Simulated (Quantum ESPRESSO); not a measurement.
Field gradients of GaN from PBE PAW (JTH datasets; density from pw.x of a modified build of Quantum ESPRESSO, gradients reconstructed from it by a script), 25 Ha, k-mesh 8×8×5 through Γ:

```
CELL_PARAMETERS angstrom
      3.19720     0.00000     0.00000
     -1.59860     2.76886     0.00000
      0.00000     0.00000     5.20700
ATOMIC_POSITIONS crystal
  Ga 0.66667 0.33333 0.59160
  Ga 0.33333 0.66667 0.09160
  N  0.66667 0.33333 0.96840
  N  0.33333 0.66667 0.46840
```
The cell was made here from an entry of the Crystallography Open Database (unchecked): atoms relaxed with PBE in the measured cell (PBE without dispersion, pw.x of Quantum ESPRESSO, symmetry kept).  Stability against distortions was not tested.

Vzz is the sum of three terms, each taken along its main axis: the smooth valence density, the ions (nucleus and frozen core) with the augmentation charges of all other spheres, and the all-electron minus smooth density in the atom's own sphere. The split hangs on the datasets.  Cores are frozen. Against all-electron runs on small test molecules, this scheme's |Vzz| missed by −8 % on Ga.

```csv
site,smooth valence density,ions and other spheres,own sphere,Vzz (a.u.)
"Ga (atoms 1, 2)",-0.002,0.003,…,…
```

Q: Some entries are withheld; supply them.

A: 
- Ga (atoms 1, 2), own sphere: 0.050
- Ga (atoms 1, 2), Vzz (a.u.): 0.050
